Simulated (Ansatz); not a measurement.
Nb:
```yaml
crystal:
  lattice:
    - [-1.65444, 1.65444, 1.65444]
    - [1.65444, -1.65444, 1.65444]
    - [1.65444, 1.65444, -1.65444]
  atoms:
    - { symbol: Nb, position: [0.00000, 0.00000, 0.00000] }
```

Relaxed with PBE. Special points in fractions of this cell's reciprocal vectors: Γ (0.000, 0.000, 0.000); H (0.500, -0.500, 0.500); N (0.000, 0.000, 0.500); P (0.250, 0.250, 0.250).

List the band energies nearest the Fermi level at these points for plane-wave PAW PBE with spin–orbit coupling (Ansatz code).

In eV from the Fermi level; about four levels below and three above (degenerate sets whole), none deeper than 8.9 eV; points with the same levels are listed once.

```csv
k,below,above
Γ,-5.91 -5.91,0.32 0.32 0.32 0.32
H,-3.70 -3.70 -3.70 -3.70,5.51 5.51 5.51 5.51
N,-3.70 -3.70 -1.65 -1.65,2.25 2.25 3.28 3.28
P,-1.05 -1.05 -1.05 -1.05,4.10 4.10 4.10 4.10
```

Space group Im-3m (bcc (W type)). The cell was relaxed with PBE under the symmetry of its start. The run is not spin-polarised.

Potentials: the earlier of the program's two PAW sets.
